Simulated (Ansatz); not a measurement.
## Relaxing an invented Ba2SnF6 structure

Theory: DFT PBE, scalar-relativistic, plane waves, PAW in Ansatz 0.2.0. Cutoff 420 eV, Gaussian smearing, Γ-centred meshes. Cell and atoms relax first on a coarse mesh and then on a converged one. In between, the cell is made exact in the group found at 0.06 Å. The steps can't lower the symmetry of their start. No spin polarisation.

The cell of Ba2SnF6 is invented: random cell by space group and Wyckoff sites (Fm-3m, No. 225). Lengths were set from tabulated atomic sizes, so they are only a guess.

```xyz
9
Lattice="0.0000 4.6602 4.6602 4.6602 0.0000 4.6602 4.6602 4.6602 0.0000" Properties=species:S:1:pos:R:3 pbc="T T T"
Ba    2.3301    2.3301    2.3301
Ba    6.9903    6.9903    6.9903
Sn    4.6602    4.6602    4.6602
F     7.4971    4.6602    4.6602
F     1.8233    4.6602    4.6602
F     4.6602    7.4971    4.6602
F     4.6602    1.8233    4.6602
F     4.6602    4.6602    7.4971
F     4.6602    4.6602    1.8233
```

The zero of energy is the elements' standard structures at the same level (F₂ as a molecule); no fitted shifts are applied. The references include grey tin.

Problem. What does it relax into?

Solution. The symmetry stays Fm-3m (No. 225). The volume per atom shrinks by 18.4 %, from 22.5 to 18.3 Å³. The shortest distance goes from 2.58 Å (F–F) to 2.28 Å (Sn–F). The energy falls by about 0.67 eV/atom (the start's value is from the coarse mesh). Conventional cell: a = 8.708 Å. Around Ba lie 12 F at 3.08 Å and 4 Sn at 3.77 Å; Sn is surrounded by 6 F at 2.28 Å and 8 Ba at 3.77 Å; F is surrounded by 1 Sn at 2.28 Å, 4 F at 2.94 Å and 4 Ba at 3.08 Å.

```
Ba Sn F
1.0
     0.00000    4.35413    4.35413
     4.35413    0.00000    4.35413
     4.35413    4.35413    0.00000
Ba Sn F
2 1 6
Cartesian
  2.1771 2.1771 2.1771
  6.5312 6.5312 6.5312
  4.3541 4.3541 4.3541
  6.6309 4.3541 4.3541
  2.0773 4.3541 4.3541
  4.3541 6.6309 4.3541
  4.3541 2.0773 4.3541
  4.3541 4.3541 6.6309
  4.3541 4.3541 2.0773
```

Problem. Give its energy and gap.

Solution.

| Item | Value |
| --- | --- |
| Energy over the elements | −2.976 eV/atom |
| Gap on the 6×6×6 mesh of the 9-atom cell | 2.32 eV |

A negative formation energy is needed for stability but isn't enough: competing phases decide.

The last run used Gaussian smearing of 0.02 eV. Kohn–Sham gaps at this level usually fall short of measured ones. A structure relaxed within its symmetry needn't be a true minimum. In all, the 3 runs took 25 s on 1 thread of AMD EPYC 9R45 96-Core Processor (Zen 5) (shared host).
